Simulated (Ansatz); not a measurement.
Data:

Relaxed Ru (hcp, Mg type):

```
CELL_PARAMETERS angstrom
      2.70456     0.00000     0.00000
     -1.35228     2.34222     0.00000
      0.00000     0.00000     4.26009
ATOMIC_POSITIONS crystal
  Ru 0.33333 0.66667 0.75000
  Ru 0.66667 0.33333 0.25000
```

In each cell atom 2 (Ru, nearest neighbour Ru at 2.641 Å; its periodic images, 2.7 Å or more away, move with it) moves by s·(1.000, 0.000, 0.000) (along Cartesian x), the rest being held.

Level of theory: r2SCAN (plane waves to 500 eV, PAW, scalar-relativistic; Ansatz, a first-principles code). k mesh 16×16×9 (Γ-centred), Fermi-Dirac smearing 0.05 eV. E stands for the smeared free energy. With partly filled bands, energies and forces of such displacements shift with the k mesh and the smearing. Ru is run without spin polarisation. Ru was relaxed with its symmetry unable to fall. The zero of ΔE is the undisplaced structure.

The scan covers s from -0.790 to 0.790 Å in 11 points.

**Question.** Is this a single well or a double well?

**Answer.** A single well with its minimum at or next to zero displacement.

**Question.** Is the energy the same for equal positive and negative displacements?

**Answer.** Even: the same for both signs. With its periodic images moving along, the atom's site symmetry in this cell is -6m2.

**Question.** What is the energy change at s = 0.790 Å?

**Answer.** 1416 meV/cell.

**Question.** What force acts on the atom along the line at s = -0.790 Å?

**Answer.** 1.41 eV/Å.

(For displaced atoms, the force is minus the slope of the energy, and its curvature is a force constant, which sets phonon frequencies.)
